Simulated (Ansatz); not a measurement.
**Data sheet: AlGaNi6 (DFT)**

AlGaNi$_{6}$:
```xyz
8
Lattice="3.5336 0.0000 0.0000 0.0000 3.5336 0.0000 0.0000 0.0000 7.0684" Properties=species:S:1:pos:R:3 pbc="T T T"
Al     0.0000     0.0000     0.0000
Ga     0.0000     0.0000     3.5342
Ni     1.7668     1.7668     0.0000
Ni     1.7668     1.7668     3.5342
Ni     1.7668     0.0000     1.7617
Ni     1.7668     0.0000     5.3067
Ni     0.0000     1.7668     1.7617
Ni     0.0000     1.7668     5.3067
```
The run is spin-polarised; directions of the spins, atom by atom: 0 0 ↑ ↑ ↑ ↑ ↑ ↑.

Space group P4/mmm (No. 123); conventional cell a = 3.534 Å, b = 3.534 Å, c = 7.068 Å, α = 90.00°, β = 90.00°, γ = 90.00°.

Method: r²SCAN (plane waves, PAW; program Ansatz). Geometry: relaxed at this level of theory. Other levels are named where they apply.

### Cell and energy

Volume per atom: 11.03 Å³
Density: 8.45 g/cm³
Formation energy from the elements (no fitted shifts): -34 kJ/mol-atom

### Electronic structure

Electronic character: metallic (no gap)
Density of states at the Fermi level: 0.49 states/eV per atom (mean over ±0.08 eV)

### Magnetism

- Magnetic order = ferromagnetic
- Net moment = 0.23 μB per atom

The first step of the workflow began from a Materials Project structure, measured or hypothetical; the Crystallography Open Database copy checked does not list it. With Al and Ga taken as one species the cell has the higher symmetry Pm-3m, so it may be an ordered model of a mixed-site phase. Its standing as an ambient phase is unchecked. The r²SCAN relaxation kept the symmetry of its start; whether a distortion lowers the energy is not shown. The final state is ferromagnetic, the only order run, not a proven ground state. Other orbital occupations within this spin state were not tried. For itinerant 3d metals, meta-GGAs of the SCAN family and hybrids are commonly reported to give too large moments. Point labels and valley counts follow the cell and symmetry of the run, lower than the named group. Axis ratios of metals converge slowly with the k-mesh, so a and c are less sure than the volume. The references are the lowest solids computed at this level, not always the standard phases. Scalar-relativistic: spin–orbit coupling is off unless named, which matters more the heavier the elements.

Potentials: the earlier of the program's two PAW sets.
